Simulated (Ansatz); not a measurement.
# MgZn4O5 — ⁶⁷Zn NMR of the central transition

Cell: a Materials Project structure (computed, not necessarily an observed phase), atoms as given.

Space group P3m1 (No. 156); a = 3.2498, c = 25.9212 Å, γ = 120.00°.

| site | Wyckoff | site symmetry | x | y | z |
| --- | --- | --- | --- | --- | --- |
| Mg1 | 1b | 3m. | 0.3333 | 0.6667 | 0.2763 |
| Mg2 | 1b | 3m. | 0.3333 | 0.6667 | 0.0776 |
| Zn3 | 1a | 3m. | 0.0000 | 0.0000 | 0.9769 |
| Zn4 | 1a | 3m. | 0.0000 | 0.0000 | 0.7763 |
| Zn5 | 1a | 3m. | 0.0000 | 0.0000 | 0.5756 |
| Zn6 | 1a | 3m. | 0.0000 | 0.0000 | 0.3749 |
| Zn7 | 1a | 3m. | 0.0000 | 0.0000 | 0.1757 |
| Zn8 | 1b | 3m. | 0.3333 | 0.6667 | 0.8767 |
| Zn9 | 1b | 3m. | 0.3333 | 0.6667 | 0.6760 |
| Zn10 | 1b | 3m. | 0.3333 | 0.6667 | 0.4753 |
| O11 | 1a | 3m. | 0.0000 | 0.0000 | 0.9004 |
| O12 | 1a | 3m. | 0.0000 | 0.0000 | 0.6997 |
| O13 | 1a | 3m. | 0.0000 | 0.0000 | 0.4990 |
| O14 | 1a | 3m. | 0.0000 | 0.0000 | 0.2984 |
| O15 | 1a | 3m. | 0.0000 | 0.0000 | 0.0995 |
| O16 | 1b | 3m. | 0.3333 | 0.6667 | 0.8001 |
| O17 | 1b | 3m. | 0.3333 | 0.6667 | 0.5994 |
| O18 | 1b | 3m. | 0.3333 | 0.6667 | 0.3987 |
| O19 | 1b | 3m. | 0.3333 | 0.6667 | 0.2001 |
| O20 | 1b | 3m. | 0.3333 | 0.6667 | 0.0013 |

One atom of each set is listed.

Computed with Ansatz: DFT, PBE, plane waves and PAW, scalar-relativistic, 420 eV cutoff, Γ-centred 8×8×1 k-points, Fermi–Dirac smearing 0.02 eV.

⁶⁷Zn has I = 5/2 and Q = 122.0 mb (Pyykkö 2018); at 18.8 T its Larmor frequency is ν₀ = 50.2 MHz. Only the quadrupole interaction is simulated: positions count from each site's isotropic chemical shift, and J coupling is left out, as are shift anisotropy and dipolar coupling, which fast spinning averages.

**Question.** Simulate the second-order pattern (fast magic-angle spinning, Gaussian broadening 0.06 kHz) of site Zn10 (4 O at 1.97–1.99 Å; also 1 O at 3.22 Å).

**Answer.** The calculation gives C_Q = 2.14 MHz and η = 0.00, so ν_Q = 0.321 MHz and the centre of gravity lies at -10.9 ppm (-0.549 kHz).

offset (kHz), height and a bar:
```
   -1.420          0 
   -1.364          4 #
   -1.308          6 ##
   -1.252          6 ##
   -1.196          6 ##
   -1.140          6 ##
   -1.084          7 ##
   -1.028          7 ##
   -0.972          7 ##
   -0.915         13 ####
   -0.859         72 ######################
   -0.803         75 #######################
   -0.747         54 ################
   -0.691         47 ##############
   -0.635         44 #############
   -0.579         43 #############
   -0.523         43 #############
   -0.467         45 #############
   -0.411         47 ##############
   -0.355         53 ################
   -0.299         65 ###################
   -0.243        100 ##############################
   -0.187         79 ########################
   -0.131          5 #
```

An axis of threefold or higher order runs through Zn10, so V_zz lies along it and η is zero.

At this cell the PBE pressure is 5 GPa, so with PBE the cell would grow if it were relaxed. The entry's cell may itself be off.
